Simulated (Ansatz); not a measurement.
The relaxed structure here is a generated cell of TiAl: the first start was made by placing the elements on the sites of a structure type, and the end was not matched to a known phase here, so it may be hypothetical. Known forms of TiAl include space group No. 123.

One starting cell of TiAl (a generated trial cell of TiAl in the AFLOW prototype AB_tI8_141_a_b ("40", as in NbP)) was relaxed twice with Ansatz (plane waves, PAW, scalar-relativistic): with r2SCAN at 500 eV and with PBE at 420 eV. The r2SCAN result:

```cif
data_Al4Ti4
_chemical_formula_sum 'Ti4 Al4'
_space_group_name_H-M_alt 'I41/amd :1'
_space_group_IT_number 141
_space_group_name_Hall 'I 4bw 2bw -1bw'
_cell_length_a 3.84262
_cell_length_b 3.84262
_cell_length_c 8.78962
_cell_angle_alpha 90.000
_cell_angle_beta 90.000
_cell_angle_gamma 90.000
loop_
_atom_site_label
_atom_site_type_symbol
_atom_site_symmetry_multiplicity
_atom_site_Wyckoff_symbol
_atom_site_fract_x
_atom_site_fract_y
_atom_site_fract_z
_atom_site_occupancy
Ti1 Ti 4 a 0.00000 0.00000 0.00000 1
Al1 Al 4 b 0.00000 0.00000 0.50000 1
```
(The calculation used a cell of 4 atoms; values per cell refer to that cell.)

| quantity | r2SCAN | PBE |
|---|---|---|
| space group | I4₁/amd | I4₁/amd |
| volume (Å³/atom) | 16.22 | … |
| a (Å) | 3.843 | … |
| c (Å) | 8.790 | … |
| gap (eV, no spin-orbit coupling) | 0.00 | … |

Task: Fill in the PBE column.

Result: 
- volume (Å³/atom), PBE: 16.42
- a (Å), PBE: 3.858
- c (Å), PBE: 8.825
- gap (eV, no spin-orbit coupling), PBE: 0.00

Both levels end in the same structure; PBE's volume is 1.2 % larger. Neither column is exact.

No spin polarisation in the result.

The run could not lose the symmetry of its start; a randomly shaken copy of 8 atoms returns to this structure.

All atoms sit on sites fixed by symmetry, so only the cell could relax.

Ansatz is an electronic-structure program.
